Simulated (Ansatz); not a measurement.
## Ca$_{2}$AsI: pressure and gap against volume

A database entry relaxed whole under r2SCAN (R-3m):

```yaml
crystal:
  lattice:
    - [2.19142, 1.26522, 7.45341]
    - [-2.19142, 1.26522, 7.45341]
    - [0.00000, -2.53044, 7.45341]
  atoms:
    - { symbol: Ca, position: [0.23117, 0.23117, 0.23117] }
    - { symbol: Ca, position: [0.76883, 0.76883, 0.76883] }
    - { symbol: As, position: [0.50000, 0.50000, 0.50000] }
    - { symbol: I, position: [0.00000, 0.00000, 0.00000] }
```

The cell was scaled uniformly, its shape held, and the atoms relaxed at each volume with plane-wave PAW DFT (Ansatz 0.2.0; r2SCAN, 500 eV, 8×8×8 Γ-centred mesh, fermi-dirac occupations of width 0.020 eV; no spin, no spin-orbit coupling). One row is withheld.

```json
{"volume (Å³/atom)": "29.138", "energy over the lowest (meV/atom)": "13.3", "pressure (GPa)": "2.41", "gap over mesh and path (eV)": "1.678"}
{"volume (Å³/atom)": "29.758", "energy over the lowest (meV/atom)": "5.7", "pressure (GPa)": "1.53", "gap over mesh and path (eV)": "1.750"}
{"volume (Å³/atom)": "30.378", "energy over the lowest (meV/atom)": "?", "pressure (GPa)": "?", "gap over mesh and path (eV)": "?"}
{"volume (Å³/atom)": "30.998", "energy over the lowest (meV/atom)": "0.0", "pressure (GPa)": "0.01", "gap over mesh and path (eV)": "1.879"}
{"volume (Å³/atom)": "31.618", "energy over the lowest (meV/atom)": "1.2", "pressure (GPa)": "-0.64", "gap over mesh and path (eV)": "1.937"}
{"volume (Å³/atom)": "32.238", "energy over the lowest (meV/atom)": "4.8", "pressure (GPa)": "-1.22", "gap over mesh and path (eV)": "1.991"}
{"volume (Å³/atom)": "32.858", "energy over the lowest (meV/atom)": "10.6", "pressure (GPa)": "-1.75", "gap over mesh and path (eV)": "2.040"}
```

Fit the pressures of the other rows to the third-order Birch-Murnaghan form.

With f = [(V₀/V)^(2/3) − 1]/2 and P = 3B₀f(1 + 2f)^(5/2)[1 + 3(B₀′ − 4)f/2], least squares gives V₀ = 31.01 Å³ an atom, B₀ = 34.1 GPa and B₀′ = 4.2; the rows miss the fit by less than 0.01 GPa. The slope of the energies differs from these pressures by less than 0.05 GPa.

How does the gap move with volume?

A parabola in ln(V/V₀) through the other rows has the slope dE_g/d ln V = +3.0 eV at V₀, so by B₀ the gap moves by -88 meV a GPa at this fixed shape: it narrows under pressure.

What does the withheld row hold?

The fit gives 0.73 GPa at 30.378 Å³; the run gave 0.73 GPa and 1.4 meV an atom. Its gap is 1.817 eV, against 1.817 eV from the parabola.

Caveats: the shape of the cell was held, so B₀ is an upper bound where the axes differ in stiffness; 0 K, fixed nuclei; the symmetry was kept, and this need not be the phase that is stable at 0 K; one mesh for all volumes; r2SCAN gaps lie as a rule under measured ones; the slope of the gap can be off by tens of per cent, more where shallow d levels or spin-orbit coupling act on the edges; no spin-orbit coupling, which narrows gaps of heavier elements; pressure is positive in compression.
